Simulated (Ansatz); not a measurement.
## Two inputs for Sb2Se3

Cell: a COD entry.

Space group Pnma (No. 62); a = 11.7700, b = 3.9620, c = 11.6200 Å.

```
site  Wyckoff  site symmetry       x       y       z
 Sb1       4c            .m.  0.0305  0.2500  0.3280
 Sb5       4c            .m.  0.1478  0.7500  0.0397
 Se9       4c            .m.  0.0534  0.2500  0.8732
Se13       4c            .m.  0.1302  0.7500  0.4434
Se17       4c            .m.  0.2132  0.2500  0.1935
```

One atom of each set is listed.

Reference run. All values are calculated (Ansatz; DFT, PBE, plane waves and PAW, scalar-relativistic, 420 eV cutoff, Γ-centred 3×7×3 k-points, Fermi–Dirac smearing 0.02 eV), not measured.

Q: The input is changed as follows: `scf.occupations.width`: 0.02 → 0.2; `scf.algorithm`: not typed → density_mixing. What happens to V_zz (10²¹ V/m²) and η?

A: 

```tsv
site	V_zz reference	η reference	V_zz changed	η changed
Sb1	-13.00	0.42	-13.01	0.40
Sb5	-17.35	0.01	-17.18	0.00
Se9	16.66	0.82	16.39	0.83
Se13	-28.6	0.25	-28.2	0.26
Se17	9.08	0.66	9.09	0.67
```

The largest change of V_zz is on Se13, from -28.6 to -28.2. In per cent, |V_zz| changes by -1 to 0 on Sb, -2 to 0 on Se (all sites that start above 0.5). SCF iterations: 8 and 8. In the changed run the smearing of 0.20 eV is wide against a gap of 1.0 eV, yet the gradients stay close to the reference.

On the reference run: The largest force is 0.4 eV/Å, so the atoms aren't at the calculated equilibrium and relaxing them would move these values. Without spin–orbit coupling (the program notes it for Sb) the gradients can shift somewhat, as the gap is small. With these PAW files V_zz is typically within 2 to 3 % of all-electron values, but misses above 10 % occur on Sb.
